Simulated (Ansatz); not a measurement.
CsSnI₃:
Space group Pnma (No. 62); a = 10.8742 Å, b = 4.8188 Å, c = 18.0570 Å, α = 90.00°, β = 90.00°, γ = 90.00°

```
atom  site  symmetry       x       y       z
----  ----  --------  ------  ------  ------
Cs      4c       .m.  0.0748  0.2500  0.3281
I       4c       .m.  0.4770  0.2500  0.3898
I       4c       .m.  0.1671  0.7500  0.4994
I       4c       .m.  0.2110  0.2500  0.7099
Sn      4c       .m.  0.1605  0.7500  0.0600
```

Relaxed with PBE.

### Question
Tabulate the valence density and the electron localisation function along the shortest I–Sn contact (3.05 Å), PBE in the plane-wave PAW code Ansatz.

### Answer


| distance from I (Å) | density (e/Å³) | ELF |
|---|---|---|
| 0.30 | 14.06 | 0.16 |
| 0.46 | 8.58 | 0.26 |
| 0.61 | 3.61 | 0.43 |
| 0.76 | 1.35 | 0.55 |
| 0.91 | 0.86 | 0.60 |
| 1.07 | 0.61 | 0.65 |
| 1.22 | 0.43 | 0.69 |
| 1.37 | 0.33 | 0.65 |
| 1.52 | 0.27 | 0.51 |
| 1.68 | 0.26 | 0.38 |
| 1.83 | 0.29 | 0.30 |
| 1.98 | 0.41 | 0.29 |
| 2.13 | 0.73 | 0.33 |
| 2.29 | 1.51 | 0.30 |
| 2.44 | 3.20 | 0.17 |
| 2.59 | 6.26 | 0.05 |
| 2.74 | 10.55 | 0.01 |

The density is the valence pseudo-density with augmentation charge, so density and ELF within about 1 Å of a nucleus are not all-electron values.

The PBE relaxation kept the symmetry of its start. Spin–orbit coupling is left out wherever it is not named.

Potentials: the later of the program's two PAW sets.
